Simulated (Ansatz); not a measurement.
A generator proposed this cell of Ga2B.

```yaml
crystal:
  lattice:
    - [-2.71034, 2.71034, 1.87675]
    - [2.71034, -2.71034, 1.87675]
    - [2.71034, 2.71034, -1.87675]
  atoms:
    - { symbol: Ga, position: [0.37500, 0.62500, 0.75000] }
    - { symbol: Ga, position: [0.37500, 0.12500, 0.75000] }
    - { symbol: Ga, position: [0.37500, 0.62500, 0.25000] }
    - { symbol: Ga, position: [0.87500, 0.62500, 0.25000] }
    - { symbol: B, position: [0.00000, 0.00000, 0.00000] }
    - { symbol: B, position: [0.75000, 0.25000, 0.50000] }
```

All numbers below come from Ansatz 0.2.0, DFT PBE, scalar-relativistic, plane waves, PAW. Cutoff 420 eV; k points 6×6×6 on the computed 6-atom cell (Γ-centred); Gaussian smearing, width 0.10 eV; no spin polarisation.

The zero of energy is the elements' standard structures at the same level; no fitted shifts are applied.

Q: How far from equilibrium is it?

A: The pressure is 135.9 GPa (the mean over three directions, positive in compression), the largest force is 0.00 eV/Å (symmetry fixes the atoms), and the energy is +2.67 eV/atom against the elements. The shortest distance is 1.95 Å.

Q: How much does it gain on relaxing, and where does it end?

A: Relaxing gains about 2.1 eV/atom (the start's value is from the coarse mesh, so the gain is rough) in 16 ionic steps and ends at +0.55 eV/atom on the finer mesh. The symmetry stays I4_1/amd (No. 141). The volume per atom grows by 60.7 %, from 9.2 to 14.8 Å³. The shortest distance goes from 1.95 Å (Ga–B) to 2.21 Å (Ga–B). The ratio c/a of the conventional cell changes by a factor of 0.69. Conventional cell: a = 7.196 Å, c = 3.421 Å. Ga is surrounded by 2 B at 2.21 Å, 4 Ga at 2.68 Å and 2 B at 2.79 Å; B is surrounded by 4 Ga at 2.21 Å and 4 Ga at 2.79 Å.

The last run used a 12×12×12 mesh for its 6-atom cell and Gaussian smearing of 0.10 eV. The relaxation can't lower the symmetry of the start. A structure relaxed within its symmetry needn't be a true minimum.
